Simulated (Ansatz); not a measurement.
BaTiO3: the volume at rest

BaTiO3 in the perovskite structure, starting from this typed cell of 12.80 Å³ an atom.

```
Ba Ti O
1.0
     4.00000    0.00000    0.00000
     0.00000    4.00000    0.00000
     0.00000    0.00000    4.00000
Ba Ti O
1 1 3
Direct
  0.00000 0.00000 0.00000
  0.50000 0.50000 0.50000
  0.50000 0.50000 0.00000
  0.50000 0.00000 0.50000
  0.00000 0.50000 0.50000
```

Settings of the Ansatz calculation: k mesh 4×4×4; fixed occupations; no spin. Cell and atoms are relaxed to zero stress with the symmetry kept and no dispersion correction.

Caveats: coarse k mesh.

What volume results under PBE, LDA, PBEsol, and how much do the potentials matter?


| functional | potentials | cutoff (eV) | volume (Å³/atom) | change (%) |
| --- | --- | --- | --- | --- |
| PBE | all-electron PAW datasets (no frozen core) | 780 | 12.99 | 1.5 |
| PBE | Ansatz hand-made PAW | 930 | 12.99 | 1.5 |
| PBE | PseudoDojo norm-conserving | 1143 | 12.96 | 1.2 |
| PBE | Ansatz norm-conserving | 1240 | 12.98 | 1.4 |
| LDA | Ansatz hand-made PAW | 930 | 12.19 | -4.8 |
| LDA | PseudoDojo norm-conserving | 1143 | 12.16 | -5.0 |
| PBEsol | Ansatz hand-made PAW | 930 | 12.52 | -2.2 |
| PBEsol | PseudoDojo norm-conserving | 1143 | 12.49 | -2.4 |

From smallest to largest: LDA, PBEsol, PBE.
